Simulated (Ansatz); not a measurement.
BaTe:
```
CELL_PARAMETERS angstrom
      0.00000     3.53225     3.53225
      3.53225     0.00000     3.53225
      3.53225     3.53225     0.00000
ATOMIC_POSITIONS crystal
  Ba 0.00000 0.00000 0.00000
  Te 0.50000 0.50000 0.50000
```

Relaxed with PBE. Special points in fractions of this cell's reciprocal vectors: Γ (0.000, 0.000, 0.000); X (0.500, 0.000, 0.500); U (0.625, 0.250, 0.625); K (0.375, 0.375, 0.750); L (0.500, 0.500, 0.500); W (0.500, 0.250, 0.750).

**Question.** List the band energies nearest the valence-band maximum at these points for PBE with spin–orbit coupling in the plane-wave PAW code Ansatz.

**Answer.** In eV from the valence-band maximum; about four levels below and three above (degenerate sets whole), none deeper than 8.9 eV; points with the same levels are listed once.

```json
[
 {"k": "Γ", "below": "0.00 0.00 0.00 0.00", "above": "2.61 2.61 2.73 2.73 2.73 2.73"},
 {"k": "X", "below": "-0.84 -0.84 -0.35 -0.35", "above": "1.39 1.39 4.20 4.20"},
 {"k": "U", "below": "-1.20 -1.20 -0.87 -0.87", "above": "2.37 2.37 4.66 4.66"},
 {"k": "L", "below": "-1.44 -1.44 -1.10 -1.10", "above": "3.84 3.84 4.46 4.46"},
 {"k": "W", "below": "-1.08 -1.08 -1.03 -1.03", "above": "3.20 3.20 3.31 3.31"}
]
```

Space group Fm-3m (rock salt). The cell was relaxed with PBE under the symmetry of its start; of distortions, only those at the zone centre were tested.

Potentials: the later of the program's two PAW sets.
